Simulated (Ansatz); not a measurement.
SiAs:
```yaml
crystal:
  lattice:
    - [8.15634, 1.83365, 0.00000]
    - [-8.15634, 1.83365, 0.00000]
    - [-2.89693, 0.00000, 9.21079]
  atoms:
    - { symbol: Si, position: [0.63239, 0.36761, 0.91430] }
    - { symbol: Si, position: [0.36761, 0.63239, 0.08570] }
    - { symbol: Si, position: [0.73674, 0.26326, 0.79408] }
    - { symbol: Si, position: [0.26326, 0.73674, 0.20592] }
    - { symbol: Si, position: [0.06639, 0.93361, 0.59019] }
    - { symbol: Si, position: [0.93361, 0.06639, 0.40981] }
    - { symbol: As, position: [0.03901, 0.96099, 0.82134] }
    - { symbol: As, position: [0.96099, 0.03901, 0.17866] }
    - { symbol: As, position: [0.33339, 0.66661, 0.82910] }
    - { symbol: As, position: [0.66661, 0.33339, 0.17090] }
    - { symbol: As, position: [0.64976, 0.35024, 0.54819] }
    - { symbol: As, position: [0.35024, 0.64976, 0.45181] }
```

DFT-r²SCAN+D4 in the program Ansatz with PAW potentials gives a gap of 1.23 eV without spin–orbit coupling, maximum on the C2–Y2 line, 87 % of the way from C2, minimum off the standard path, at k = (0.141, 0.203, -0.490).

Question: What happens when spin–orbit coupling is switched on?

Answer: The gap stays essentially unchanged, to 1.23 eV; maximum on the C2–Y2 line, 87 % of the way from C2, minimum off the standard path, at k = (0.141, 0.203, -0.490).

Space group C2/m. The start of the workflow was typed in or built on a structure type; neither database checked (COD, Materials Project) lists it. Its standing as an ambient phase is unchecked. The r²SCAN+D4 relaxation kept the symmetry of its start; its stability against distortions is not shown here.

Potentials: the later of the program's two PAW sets.
